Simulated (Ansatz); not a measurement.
MoS$_{2}$:
```cif
data_Mo2S4
_chemical_formula_sum 'Mo2 S4'
_space_group_name_H-M_alt 'P63/mmc'
_space_group_IT_number 194
_space_group_name_Hall '-P 6c 2c'
_cell_length_a 3.17410
_cell_length_b 3.17410
_cell_length_c 12.48679
_cell_angle_alpha 90.000
_cell_angle_beta 90.000
_cell_angle_gamma 120.000
loop_
_atom_site_label
_atom_site_type_symbol
_atom_site_symmetry_multiplicity
_atom_site_Wyckoff_symbol
_atom_site_fract_x
_atom_site_fract_y
_atom_site_fract_z
_atom_site_occupancy
Mo1 Mo 2 c 0.33333 0.66667 0.25000 1
S1 S 4 f 0.66667 0.33333 0.12561 1
```

Relaxed with r²SCAN+D4.

Task: Give the optical modes at the zone centre with their infrared activity from DFPT, r²SCAN+D4 in the plane-wave PAW code Ansatz.

Result: Transverse frequencies, without the LO–TO term; a row sums one degenerate level.

```
ω (cm⁻¹)  degeneracy  IR ((D/Å)²/amu)     activity
--------  ----------  ---------------  -----------
29                 2             0.00  IR-inactive
51                 1             0.00  IR-inactive
285                2             0.00  IR-inactive
287                2             0.00  IR-inactive
384                2             1.86           IR
385                2             0.00  IR-inactive
410                1             0.00  IR-inactive
416                1             0.00  IR-inactive
471                1             0.29           IR
474                1             0.00  IR-inactive
```

Task: How high does the top mode go among those that the LO–TO term moves?

Result: 386 cm⁻¹ for q along x, 386 cm⁻¹ for q along y, 472 cm⁻¹ for q along z.

Space group P6_3/mmc. Symmetry was held in the r²SCAN+D4 relaxation; phonons on a q-mesh show no instability. The run is not spin-polarised.

Potentials: the later of the program's two PAW sets.
